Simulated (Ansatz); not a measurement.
Below is a relaxed structure of HfTi₅N₆. The cell was found from a structure generator's guess, not taken from experiment.

Level of theory: DFT PBE, scalar-relativistic, plane waves, PAW in Ansatz. Cutoff 420 eV, Γ-centred mesh, Gaussian smearing, no spin polarisation.

```
CELL_PARAMETERS angstrom
3.05206 0.00000 0.00000
0.00000 3.05206 0.00000
0.00000 0.00000 12.92441
ATOMIC_POSITIONS crystal
Hf 0.00000 0.00000 0.00000
Ti 0.50000 0.50000 0.17873
Ti 0.00000 0.00000 0.33558
Ti 0.50000 0.50000 0.50000
Ti 0.00000 0.00000 0.66442
Ti 0.50000 0.50000 0.82127
N 0.00000 0.00000 0.17184
N 0.50000 0.50000 0.33807
N 0.00000 0.00000 0.50000
N 0.50000 0.50000 0.66193
N 0.00000 0.00000 0.82816
N 0.50000 0.50000 0.00000
```

The zero of energy is the elements' standard structures at the same level (N₂ as a molecule); no fitted shifts are applied.

(1) Find its symmetry and describe it.

(2) What is its formation energy per atom?

(3) Is it a metal?

Results:

(1) P4/mmm (No. 123), with Hf and Ti ordered on rock salt sites. Conventional cell: a = 3.052 Å, c = 12.924 Å. Hf has 6 N at 2.16–2.22 Å, 4 Hf at 3.05 Å and 8 Ti at 3.16 Å; Ti on a site of symmetry 4mm has 5 N at 2.06–2.16 Å, 1 N at 2.31 Å, 8 Ti at 2.96–3.05 Å and 4 Hf at 3.16 Å; Ti on a second site of symmetry 4mm is surrounded by 6 N at 2.12–2.16 Å; around N on a site of symmetry 4mm lie 5 Ti at 2.12–2.16 Å and 1 Hf at 2.22 Å; 4 more sites not described.

(2) −1.69 eV/atom. Whether it is stable depends on the other phases of the system, which aren't compared here.

(3) Yes, bands cross the Fermi level on the 12×12×4 mesh.

The last run used a 12×12×4 mesh (in the run's order of axes) for its 12-atom cell and Gaussian smearing of 0.10 eV. These runs have no spin–orbit coupling, which can matter for Hf. A later test with randomly moved atoms came back to the same energy, though modes that don't fit the test's cell weren't probed.
